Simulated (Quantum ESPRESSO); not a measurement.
## Strain and stress in InIrPd5Sc

Calculated results; nothing here was measured. They come from Quantum ESPRESSO 7.5, a public plane-wave density functional program. Each row is one single-point run on a made-up periodic cell of eight metal atoms, with elements, volume, strain and displacements drawn at random and not relaxed, so a cell may be unstable or far from any real phase. There is no spin polarisation or spin-orbit coupling.

Settings: PBE unless stated; PseudoDojo standard norm-conserving files; Fermi-Dirac width 0.25 eV, which means electrons at about 2900 K; cutoff 1116 eV; 9 x 5 x 3 k mesh shifted half a step off Gamma. E is the free energy of the whole cell (internal energy minus TS), so a -TS column is already part of it. Stress is positive in tension, and the pressure P is minus a third of its trace.

Checks: one run of this series was repeated at a higher cutoff and on a denser mesh, which moved values by no more than 0.011 eV, 0.08 GPa and 0.004 eV/Å, and a second program with other atomic files agreed on it to 2 % rms in force and 0.5 GPa in pressure. Known limits: heavy elements are run without spin-orbit coupling, which real alloys of them have; a spin test at this wide smearing found no moment, but such smearing suppresses magnetism that the real alloy may have.

The lattice is face-centred cubic, and the cell vectors in Å are (0.000, -2.039, -2.037); (2.039, 4.077, -2.037); (8.154, -4.077, 4.073), a volume of 135.43 Å³ in run 5. The elements on sites 1 to 8 are Ir Pd Pd Sc Pd Pd In Pd. Each run adds a stretch e along z to one drawn cell, with the atoms carried along. E is counted from run 5.

```
run,e (%),s_xx (GPa),s_yy (GPa),s_zz (GPa),s_xy (GPa),P (GPa),E (meV)
1,-2.21,1.15,-0.67,-2.88,1.29,0.80,17.0
2,-1.37,2.27,0.44,-1.29,1.33,-0.47,1.9
3,-0.75,3.03,1.20,-0.18,1.36,-1.35,-2.0
4,-0.46,?,?,?,?,?,?
5,-0.09,3.83,2.00,0.98,1.39,-2.27,0.0
6,1.23,5.26,3.43,3.15,1.44,-3.95,23.1
7,2.10,6.11,4.30,4.49,1.48,-4.97,51.0
```

## Worked fit

A parabola through the runs shown gives s_zz = 1.13 + 1.704 e - 0.050 e² GPa with e in per cent, an error of 0.001 on the linear term and a scatter of 0.01 GPa. The atoms are clamped and the cell is already under stress, so the slope belongs to this path and is not an elastic constant of a real alloy.

## Withheld run

Question: what s_zz should run 4 give?

The fit gives 0.34 ± 0.01 GPa. The calculation gave 0.33 GPa.
